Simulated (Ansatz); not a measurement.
LiH:
```xyz
2
Lattice="0.0000 1.9928 1.9928 1.9928 0.0000 1.9928 1.9928 1.9928 0.0000" Properties=species:S:1:pos:R:3 pbc="T T T"
Li     0.0000     0.0000     0.0000
H      1.9928     1.9928     1.9928
```

Relaxed with HSE06.

Question: Give the Bader charges and basin volumes of the independent atoms, HSE06 in the plane-wave PAW code Ansatz.

Answer: 

```tsv
atom	Bader charge (e)	Bader volume (Å³)
Li1	+0.86	3.4
H2	-0.86	12.4
```

Space group Fm-3m (rock salt). The HSE06 relaxation kept the symmetry of its start.

Potentials: the later of the program's two PAW sets.
